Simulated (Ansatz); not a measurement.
A relaxation computed with Ansatz, from input to last step.

```yaml
crystal:
  lattice:
    - [-4.1168649, 4.1168649, -4.1168649]
    - [4.1168649, 4.1168649, 4.1168649]
    - [4.1168649, -4.1168649, -4.1168649]
  atoms:
    - { symbol: Co, position: [0.4985203365, 0.7519905018, 0.7525098525], spin: 3.0 }
    - { symbol: Ag, position: [0.2498779896, 0.0004687101, 0.7504137605] }
    - { symbol: Ag, position: [0.9955233602, 0.2503158623, 0.7461273932] }
    - { symbol: Ag, position: [0.7457701736, 0.7491562089, 0.4964514679] }
    - { symbol: Ag, position: [7.62429e-05, 0.001270073, 0.0005250991] }
    - { symbol: Ag, position: [0.2448752748, 0.4959808777, 0.2454614384] }
    - { symbol: Ag, position: [0.9952146414, 0.7455393365, 0.2430453445] }
    - { symbol: Ag, position: [0.752135123, 0.254056462, 0.002213812] }
    - { symbol: Ag, position: [0.5009491935, 0.4946921137, 0.9969823365] }
    - { symbol: Ag, position: [0.2499761077, 0.7514467507, 0.9995986805] }
    - { symbol: Au, position: [0.4983249715, 0.9997757578, 0.5004465268] }
    - { symbol: Au, position: [0.751649873, 0.4936344681, 0.7470897522] }
    - { symbol: Au, position: [0.2560508792, 0.2534502271, 0.507978669] }
    - { symbol: Au, position: [0.0023582282, 0.5018698564, 0.5042073869] }
    - { symbol: Au, position: [0.748433431, 0.9998141961, 0.2558296907] }
    - { symbol: Au, position: [0.5016139808, 0.2500752368, 0.2504908958] }
  symmetry: { detect: false }
basis:
  ecutwfc: 420
kpoints:
  mp_grid: { grid: [2, 2, 2], shift: [0.5, 0.5, 0.5] }
hamiltonian:
  xc: pbe
scf:
  occupations: { method: gaussian, width: 0.1 }
  lower_state_search: "off"
output:
  forces: true
  stress: true
  eigenvalues: true
  populations: true
magnetization:
  spin_polarized: true
relax:
  adjacent_minimum: "off"
  f_tol: 0.04
  max_steps: 50
  cell: { stress_tol: 0.3 }
```

```bash
ansatz run input.yaml --threads 4 --pin off --max-ram 9216MiB --backend cpu --events-out ev --progress --plain --runs-dir out
```

All numbers below come from DFT PBE, scalar-relativistic, plane waves, PAW in Ansatz.

Of 4 frames 3 are shown, positions in Å and forces in eV/Å; the SCF threshold varies from step to step. Steps run on the plane waves of an earlier cell, with a Pulay correction in the pressure. The basis is chosen afresh for the last frame, the zero of the energies, and at times for earlier ones too; energy and pressure can step there, also at an unchanged geometry. Where two frames share a geometry here, they differ by under 2 meV/atom and 0.3 GPa.

```xyz
16
Lattice="-4.1169 4.1169 -4.1169 4.1169 4.1169 4.1169 4.1169 -4.1169 -4.1169" Properties=species:S:1:pos:R:3:forces:R:3 pbc="T T T" step=1 free_energy_over_end_meV_per_atom=11.46 pressure_GPa=0.09
Co    4.1415    2.0502   -2.0545   -0.1404   -0.0374   -0.0037
Ag    2.0626   -2.0587   -4.1161   -0.1780   -0.0971   -0.1186
Ag    0.0038    2.0572   -6.1396   -0.0499   -0.0398   -0.3729
Ag    2.0578    4.1106   -2.0299    0.1814   -0.2174   -0.1685
Ag    0.0071    0.0034    0.0028   -0.0028   -0.2338    0.1949
Ag    2.0443    2.0395    0.0232    0.1697    0.0967   -0.2647
Ag   -0.0273    6.1659   -2.0285    0.1950    0.0844   -0.1095
Ag   -2.0414    4.1332   -2.0596   -0.2892   -0.3576   -0.1216
Ag    4.0787   -0.0055   -4.1302    0.2907    0.1387    0.2402
Ag    6.1797    0.0075   -2.0507   -0.1841    0.1291   -0.0940
Au    4.1247    4.1072    0.0041   -0.0856   -0.5669   -0.3212
Au    2.0135    2.0510   -4.1379    0.6383    0.1886    0.3773
Au    2.0806    0.0063   -2.1020    0.1437    0.1962    0.3220
Au    4.1322    0.0001   -0.0193   -0.0783    0.5126   -0.1504
Au    2.0881    6.1441   -0.0183   -0.6248    0.2055    0.3549
Au   -0.0043    2.0634   -2.0668    0.0144   -0.0017    0.2358
16
Lattice="-4.1204 4.1282 -4.0897 4.1068 4.1076 4.0827 4.1285 -4.1212 -4.0909" Properties=species:S:1:pos:R:3:forces:R:3 pbc="T T T" step=2 free_energy_over_end_meV_per_atom=10.84 pressure_GPa=0.96
Co    4.0861    2.0267   -2.0445    0.0654    0.0041   -0.0022
Ag    2.0433   -2.0712   -4.1215    0.2758    0.1213    0.1194
Ag   -0.0024    2.0549   -6.1490    0.0401    0.0116    0.2948
Ag    2.0923    4.0751   -2.0702   -0.2447    0.2931    0.1320
Ag   -0.0018   -0.0496    0.0493   -0.0096    0.4299   -0.2210
Ag    2.0744    2.0548   -0.0444   -0.2720    0.0518    0.3330
Ag    0.0139    6.1831   -2.0617   -0.1172   -0.0129    0.0688
Ag   -2.1001    4.0683   -2.0629    0.2275    0.3293    0.2214
Ag    4.1570    0.0198   -4.0544   -0.3016   -0.2296   -0.2193
Ag    6.1443    0.0200   -2.0696    0.2432   -0.1938    0.1107
Au    4.1022    3.9927   -0.0900    0.1463    0.5219    0.1818
Au    2.1653    2.0885   -4.0373   -0.5303   -0.3578   -0.2643
Au    2.1112    0.0466   -2.0076   -0.2032   -0.2383   -0.3971
Au    4.1156    0.1023   -0.0558    0.1262   -0.5588    0.1635
Au    1.9271    6.1879    0.0613    0.6188   -0.1576   -0.1771
Au   -0.0023    2.0568   -2.0130   -0.0648   -0.0142   -0.3445
16
Lattice="-4.1392 4.1474 -4.0729 4.1215 4.1266 4.0699 4.1450 -4.1443 -4.0757" Properties=species:S:1:pos:R:3:forces:R:3 pbc="T T T" step=4 free_energy_over_end_meV_per_atom=0.00 pressure_GPa=-0.10
Co    4.1074    2.0326   -2.0360    0.0131    0.0140   -0.0056
Ag    2.0730   -2.0743   -4.1048    0.0126    0.0032    0.0040
Ag   -0.0032    2.0655   -6.0829    0.0012   -0.0015    0.0012
Ag    2.0608    4.1314   -2.0406    0.0125   -0.0032    0.0012
Ag    0.0015   -0.0088    0.0347    0.0052    0.0191   -0.0018
Ag    2.0597    2.0629   -0.0210   -0.0183   -0.0038    0.0121
Ag   -0.0059    6.2086   -2.0368    0.0041    0.0040    0.0018
Ag   -2.0715    4.1421   -2.0383   -0.0252   -0.0240    0.0000
Ag    4.1415   -0.0103   -4.0538   -0.0055   -0.0096   -0.0078
Ag    6.2033   -0.0184   -2.0440   -0.0082    0.0093    0.0011
Au    4.1264    4.0562   -0.0710    0.0119    0.0175    0.0040
Au    2.1199    2.0695   -4.0347   -0.0161   -0.0187   -0.0007
Au    2.0885    0.0084   -2.0414    0.0127    0.0024    0.0048
Au    4.1425    0.0479   -0.0513   -0.0161   -0.0174    0.0041
Au    1.9895    6.1984    0.0559    0.0177    0.0052    0.0015
Au   -0.0078    2.0658   -2.0523   -0.0016    0.0036   -0.0199
```

Time: 95 s on 4 threads of Arm Neoverse V2 (shared host), peak memory 1.3 GiB.

The k mesh is coarse. Spin-orbit coupling is left out, which matters for the bands of heavy elements.